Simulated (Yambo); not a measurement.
```
CsCdF3
1.0
    4.48681     0.00000     0.00000
    0.00000     4.48681     0.00000
    0.00000     0.00000     4.48681
F Cd Cs
3 1 1
Cartesian
  0.00000   2.24341   2.24341
  2.24341   0.00000   2.24341
  2.24341   2.24341   0.00000
  2.24341   2.24341   2.24341
  0.00000   0.00000   0.00000
```

CsCdF3 (cubic perovskite, space group Pm-3m, No. 221): mean Im ε in 1 eV windows above the direct gap of 7.40 eV, for different electron-hole kernels (Yambo, broadening 0.15 eV, PBEsol (Quantum ESPRESSO, PseudoDojo norm-conserving, 102 Ry, with spin-orbit coupling) bands; 4×4×4 mesh, 22 valence and 6 conduction bands, static screening with 114 bands and a 3 Ry block, scissor 3.16 eV, Tamm-Dancoff; field along x).

```
window (eV)  independent quasiparticles  RPA (no attraction)  BSE
-----------  --------------------------  -------------------  ---
7.4 to 8.4                          0.3                  0.2  1.8
8.4 to 9.4                          1.2                  1.0  0.8
9.4 to 10.4                         1.4                  1.3  0.8
```

This run doesn't resolve bound excitons or single peaks, so only averages are given, and they too depend on the mesh; weight that the attraction moves below the gap isn't listed. All transitions below 11.06 eV are in the band window. The scissor comes from a G0W0 run whose convergence isn't established.

The cell is held in this high symmetry; tilts and polar distortions were not searched.

Geometry of the Materials Project entry, not relaxed at this level.

The structure is a Materials Project entry; no match was found in the copy of COD used, and its stability was not checked.
